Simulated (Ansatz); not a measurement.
## AlO₅: zone-centre modes

These are results of DFT PBE, scalar-relativistic, plane waves, PAW (Ansatz), not measurements. Plane waves to 420 eV; Γ-centred k mesh 12×10×2; Gaussian smearing of 0.01 eV. Collinear spin, site moments 0.0, 0.0, 0.6, 0.6, 0.6, 0.6, 0.2, 0.4, 0.0, 0.2, 0.4, 0.0 μB. Phonons by linear response, acoustic sum rule imposed.

Equilibrium structure at this level:
```yaml
crystal:
  lattice:
    - [3.05264, 0.00000, 0.00000]
    - [0.00000, 3.68193, 0.00000]
    - [0.00000, 0.00000, 18.26512]
  atoms:
    - { symbol: Al, position: [0.50000, 0.00000, 0.95434] }
    - { symbol: Al, position: [0.00000, 0.50000, 0.04566] }
    - { symbol: O, position: [0.00000, 0.50000, 0.35514] }
    - { symbol: O, position: [0.00000, 0.50000, 0.42182] }
    - { symbol: O, position: [0.50000, 0.00000, 0.64486] }
    - { symbol: O, position: [0.50000, 0.00000, 0.57818] }
    - { symbol: O, position: [0.00000, 0.00000, 0.89004] }
    - { symbol: O, position: [0.00000, 0.00000, 0.81631] }
    - { symbol: O, position: [0.50000, 0.50000, 0.97591] }
    - { symbol: O, position: [0.50000, 0.50000, 0.10996] }
    - { symbol: O, position: [0.50000, 0.50000, 0.18369] }
    - { symbol: O, position: [0.00000, 0.00000, 0.02409] }
```

It was reached by relaxing an invented guess, and it needn't be the stable form of this composition. In a metal, frequencies depend on the k mesh and the smearing, soft modes most. No dispersion correction is applied, so modes and constants that involve weak contacts between layers, chains or molecules come out too soft.

Question: Is this structure stable against zone-centre distortions?

Answer: No: 4 of the 33 optical modes are imaginary.

Question: List the optical modes at Γ (i marks imaginary ones).

Answer:
| frequency (meV) | degeneracy |
| --- | --- |
| 6.6i | 1 |
| 6.6i | 1 |
| 4.8i | 1 |
| 4.7i | 1 |
| ≈0 | 1 |
| 0.7 | 1 |
| 0.9 | 1 |
| 1.1 | 1 |
| 2.6 | 1 |
| 2.8 | 1 |
| 3.4 | 1 |
| 3.6 | 1 |
| 12.8 | 1 |
| 16.5 | 1 |
| 28.1 | 1 |
| 29.8 | 1 |
| 30.3 | 1 |
| 35.0 | 1 |
| 41.9 | 1 |
| 49.0 | 1 |
| 51.3 | 1 |
| 55.3 | 1 |
| 58.8 | 1 |
| 65.5 | 1 |
| 66.9 | 1 |
| 68.1 | 1 |
| 68.8 | 1 |
| 73.1 | 1 |
| 96.0 | 1 |
| 136.5 | 1 |
| 141.4 | 1 |
| 186.3 | 1 |
| 189.3 | 1 |
